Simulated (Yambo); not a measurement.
CaGa₂P₂ (space group P6_3/mmc, No. 194), G0W0@LDA (Yambo, plasmon pole, terminator in G, 3×3×1 mesh): gap Γ → (0, 0.333, 0) in eV by bands and screening block.

| bands (W and G) | 2 Ry | 3 Ry | 4 Ry | 6 Ry | 7 Ry |
|---|---|---|---|---|---|
| 85 | 0.86 | … | … | 1.02 | 1.03 |
| 124 | 0.80 | 0.82 | 0.92 | 0.99 | 1.00 |
| 178 | 0.77 | 0.78 | … | 0.99 | 1.01 |
| 243 | 0.75 | 0.76 | 0.88 | 0.99 | 1.01 |
| 311 | 0.75 | 0.75 | 0.88 | 1.00 | 1.02 |

Q: Estimate the withheld gaps from their neighbours; the computed values follow.

A: 
- 85, 3 Ry: 0.89
- 85, 4 Ry: 0.96
- 178, 4 Ry: 0.90

The largest settings aren't shown to be the converged limit.

The standard potential for Ga keeps a d shell in the valence without the s and p states of that shell. In tests on such compounds this moved G0W0 gaps by up to about 0.9 eV, so absolute quasiparticle energies here are unreliable; differences between settings are what counts.

Spin-orbit coupling is not included.

Geometry of the Materials Project entry, not relaxed at this level; primitive cell a = b = 3.8409 Å, c = 16.4000 Å, α = β = 90.00°, γ = 120.00°.

The structure is a Materials Project entry; no match was found in the copy of COD used, and its stability was not checked.
